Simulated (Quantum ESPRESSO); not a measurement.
# One site, several elements, in a cell on a zincblende or diamond lattice

Calculated results; nothing here was measured. They come from pw.x of Quantum ESPRESSO 7.5, a plane-wave density functional program, with PseudoDojo standard norm-conserving files (v0.5 for PBE, v0.4.1 for LDA and PBEsol). The cells are made up: elements, strain and atom displacements were drawn at random, and nothing was relaxed. There is no spin polarisation, spin-orbit coupling or dispersion term.

The cell has 8 sites of a zincblende or diamond lattice. Sites 1 to 4 hold Ga X Al In; sites 5 to 8 hold As As As As. Cell vectors in Å: (5.758, 0.075, -0.032); (0.075, 5.697, -0.018); (-0.032, -0.018, 5.725). Settings: PBE, cutoff 1143 eV, 4 x 4 x 4 k mesh shifted by half a step, Fermi-Dirac smearing of 0.025 eV.

Each run puts another element on the site marked X, in the same cell with the same positions. Its first shell holds As4 at a mean distance of 2.45 Å. The radii are handbook covalent radii, typed from memory.

```
element,covalent radius (Å),P (GPa),mean outward force on its neighbours (eV/Å)
Al,1.21,5.39,-0.178
Ga,1.22,5.58,-0.069
Sc,1.70,10.27,1.241
In,1.42,?,?
```

A rerun of one of these cells at 1437 eV and k mesh 6 x 6 x 6 moved values by no more than 0.014 eV in the cell's energy, 0.02 GPa in stress and 0.003 eV/Å in force.

## Worked fit

A straight line through the runs shown gives P = -6.5 + 9.9 r GPa, with r in Å, an error of 0.2 on the slope and a scatter of 0.07 GPa. Three runs leave one degree of freedom, so neither the error nor the scatter is to be trusted.

## Withheld run

Question: what pressure should In give?

The line gives 7.6 GPa. The calculation gave 10.72 GPa. The radius alone does not predict this run.

```
element  covalent radius (Å)  P (GPa)  mean outward force on its neighbours (eV/Å)
     In                 1.42    10.72                                        1.631
```